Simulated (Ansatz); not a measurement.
La$_{2}$O$_{3}$ (A-La2O3 type, space group P-3m1)

```
La2O3
1.0
    3.93527     0.00000     0.00000
   -1.96763     3.40804     0.00000
    0.00000     0.00000     6.12628
La O
2 3
Direct
  0.33333   0.66667   0.24614
  0.66667   0.33333   0.75386
  0.00000   0.00000   0.00000
  0.33333   0.66667   0.64612
  0.66667   0.33333   0.35388
```

This relaxed cell (volume V₀) is scaled evenly in all directions, its shape held. The atoms relax within the cell's symmetry.

Method: r2SCAN (plane waves to 500 eV, PAW, scalar-relativistic; Ansatz, an electronic-structure program). k mesh 10×10×6 (Γ-centred), Fermi-Dirac smearing 0.05 eV. E stands for the smeared free energy. Stress and pressure are positive under compression. With the shape held, the modulus is that of even scaling; a crystal free to change shape is softer. La2O3 is run without spin polarisation. La2O3 was relaxed with its symmetry unable to fall. ΔE is measured from the relaxed starting cell.

```json
[
 {"V (Å³/atom)": "15.447", "ΔE (meV/atom)": "26.4"},
 {"V (Å³/atom)": "15.693", "ΔE (meV/atom)": "14.5"},
 {"V (Å³/atom)": "15.940", "ΔE (meV/atom)": "6.3"},
 {"V (Å³/atom)": "16.186", "ΔE (meV/atom)": "1.5"},
 {"V (Å³/atom)": "16.433", "ΔE (meV/atom)": "0.0"},
 {"V (Å³/atom)": "16.679", "ΔE (meV/atom)": "1.4"},
 {"V (Å³/atom)": "16.926", "ΔE (meV/atom)": "withheld"},
 {"V (Å³/atom)": "17.172", "ΔE (meV/atom)": "12.3"},
 {"V (Å³/atom)": "17.419", "ΔE (meV/atom)": "21.3"}
]
```

**Question.** Fit a third-order Birch-Murnaghan form (E₀, V₀, B₀, B₀′ free) to the given rows and predict ΔE at V = 16.926.

**Answer.** Least squares on the 8 given rows: ΔE = E₀ + (9V₀B₀/16)·y²·[2 + (B₀′ − 4)y], y = (V₀/V)^(2/3) − 1, with V₀ = 16.434 Å³/atom, B₀ = 128.2 GPa (160.2 GPa = 1 eV/Å³; the term in eV is multiplied by 1000), B₀′ = 4.20, E₀ = 0.00 meV/atom; root-mean-square residual 0.03 meV/atom. At 16.926 the fit gives 5.6 meV/atom; the calculation gives 5.6 meV/atom, the same to the digits shown. For the pressure the fit gives -3.6 GPa against the computed -3.5 GPa.

(A scan under strain: stresses follow from slopes of the energy per volume, elastic moduli from its curvatures.)
